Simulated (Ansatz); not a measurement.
Q: Each is relaxed and computed with r²SCAN in the plane-wave PAW code Ansatz. Which is the only metal?
(A) PtC, rock salt
(B) SiBCN, R3m (B on 3a, N on 3a, Si on 3a, C on 3a)
(C) ScSnCN, P3m1 (Sc on 1b, Sn on 1c, C on 1b, N on 1c)
(D) B4C, R-3m (B on 18h, B on 18h, C on 6c, C on 3b)

A: A, PtC, rock salt. PtC: metal; SiBCN: gap 0.64 eV (indirect); B4C: gap 1.79 eV (indirect); ScSnCN: gap 2.18 eV (direct). Typed or built starts, not in the databases checked: PtC, rock salt; SiBCN, R3m (B on 3a, N on 3a, Si on 3a, C on 3a); ScSnCN, P3m1 (Sc on 1b, Sn on 1c, C on 1b, N on 1c). Standing as an ambient phase not checked: B4C, R-3m (B on 18h, B on 18h, C on 6c, C on 3b). All cells were relaxed under the symmetry of their starts (and spin orders); stability against distortions was not tested throughout. Named crystals with no word on spin ran without spin polarisation. Spin–orbit coupling is left out wherever it is not named.

Potentials: the earlier of the program's two PAW sets. The files were generated under PBE; for other functionals the program regenerates the frozen cores, and for LDA and PBEsol the local potential too.
